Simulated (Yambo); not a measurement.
```
CELL_PARAMETERS angstrom
      3.86413     0.00000     0.00000
     -1.93207     3.34644     0.00000
      0.00000     0.00000     6.29290
ATOMIC_POSITIONS crystal
  Si 0.33333 0.66667 0.06192
  Si 0.66667 0.33333 0.93808
  Si 0.66667 0.33333 0.56192
  Si 0.33333 0.66667 0.43808
```

Si (space group P6_3/mmc, No. 194) under biaxial strain of +1 % along x and y, z relaxed: mean Im ε in 1 eV windows above the direct gap of 1.45 eV, for different electron-hole kernels (Yambo, broadening 0.15 eV, PBEsol (pw.x of Quantum ESPRESSO, ONCV potentials, without SOC) bands; 9×9×4 mesh, 5 valence and 5 conduction bands, static screening with 37 bands and a 4 Ry block, scissor 0.68 eV, Tamm-Dancoff; field along x).

```json
[
 {"window (eV)": "1.5 to 2.5", "independent quasiparticles": "0.9", "BSE": "1.4"},
 {"window (eV)": "2.5 to 3.5", "independent quasiparticles": "6.1", "BSE": "13"},
 {"window (eV)": "3.5 to 4.5", "independent quasiparticles": "31", "BSE": "34"}
]
```

This run doesn't resolve bound excitons or single peaks, so only averages are given, and they too depend on the mesh; weight that the attraction moves below the gap isn't listed. All transitions below 4.55 eV are in the band window. The scissor comes from a G0W0 run whose convergence isn't established.

This is not the ordinary phase of the substance; no match was found in the copy of COD used, and its stability was not checked.
